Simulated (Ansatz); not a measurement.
# Property card for CuI$_{2}$

CuI2:
```
CuI2
1.0
    5.18602     0.00000     0.00000
    0.00000     5.18602     0.00000
    0.00000     0.00000     4.37562
Cu I
1 2
Direct
  0.00000   0.00000   0.00000
  0.00000   0.50000   0.00000
  0.50000   0.00000   0.00000
```

Space group P4/mmm (No. 123); conventional cell a = b = 5.1860 Å, c = 4.3756 Å, α = β = γ = 90.00°.

Method: the program Ansatz at the r²SCAN+D4 level (PAW). The cell and atoms are relaxed at this level. Other levels are named where they apply.

### Cell and energy

```yaml
volume_per_atom: 39.23 Å³
density: 4.48 g/cm³
Formation energy from the elements (no fitted shifts): 0.13 eV/atom
```

### Electronic structure

```yaml
electronic_character: metallic (no gap)
Density of states at the Fermi level: 0.47 states/eV per atom (mean over ±0.08 eV)
Gap with spin–orbit coupling: none (metallic)
```

### Mechanics

```yaml
Bulk modulus (Birch–Murnaghan fit): 96 kbar
Pressure derivative B′: 10.8
```

### Phonons

```yaml
highest_zone_centre_frequency: 192 cm⁻¹
zone_centre_stability: unstable, softest mode 42i cm⁻¹
```

### Charges

```yaml
bader_charges: Cu +0.51, I -0.26 e
```

The workflow started from a Materials Project entry (that database holds measured and hypothetical structures alike); the Crystallography Open Database copy checked does not list it. Whether it is the stable phase at ambient conditions was not checked. The r²SCAN+D4 relaxation kept the symmetry of its start; phonons show weakly imaginary modes. The run is not spin-polarised. With an odd number of electrons in the cell and no spin polarisation, the count alone makes it a metal. As this level gives no gap, phonon frequencies hold no LO–TO term and depend on the k-mesh and smearing (Fermi–Dirac, 0.1 eV here). The references are the lowest solids computed at this level, not always the standard phases. Scalar-relativistic: spin–orbit coupling is off unless named, which matters more the heavier the elements.

Potentials: the later of the program's two PAW sets.
